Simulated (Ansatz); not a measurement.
Here is the system:

WO₂:
```
WO2
1.0
    4.95337     0.00000     0.00000
    0.00000     4.95337     0.00000
    0.00000     0.00000     2.67246
W O
2 4
Direct
  0.50000   0.50000   0.00000
  0.00000   0.00000   0.50000
  0.71953   0.71953   0.50000
  0.28047   0.28047   0.50000
  0.21953   0.78047   0.00000
  0.78047   0.21953   0.00000
```

This is the PBEsol-relaxed structure. x, y and z are the axes in which the lattice vectors are written.

### Question
All from DFT-PBEsol in the program Ansatz with PAW potentials, unless another level is named. Give the Young's modulus.

### Answer
405 GPa.

### Question
Give the highest zone-centre frequency.

### Answer
734 cm^-1.

### Question
What about the elastic constants (relaxed ions, GPa)?

### Answer
C11 = 457, C12 = 347, C13 = 169, C33 = 537, C44 = 156, C66 = 367.

Space group P4_2/mnm. The workflow started from a Materials Project entry (that database holds measured and hypothetical structures alike); the Crystallography Open Database files this formula in space group No. 136, but the cells were not matched. Whether it is the stable phase at ambient conditions was not checked. The cell was relaxed with PBEsol under the symmetry of its start; of distortions, only those at the zone centre were tested. The workflow began spin-polarised and lost its moments. No Hubbard U is applied. As this level gives no gap, shear constants depend on the k-mesh and smearing (Fermi–Dirac, 0.1 eV here). As this level gives no gap, phonon frequencies hold no LO–TO term and depend on the k-mesh and smearing (Fermi–Dirac, 0.1 eV here). Spin–orbit coupling is left out wherever it is not named.

Potentials: the later of the program's two PAW sets.
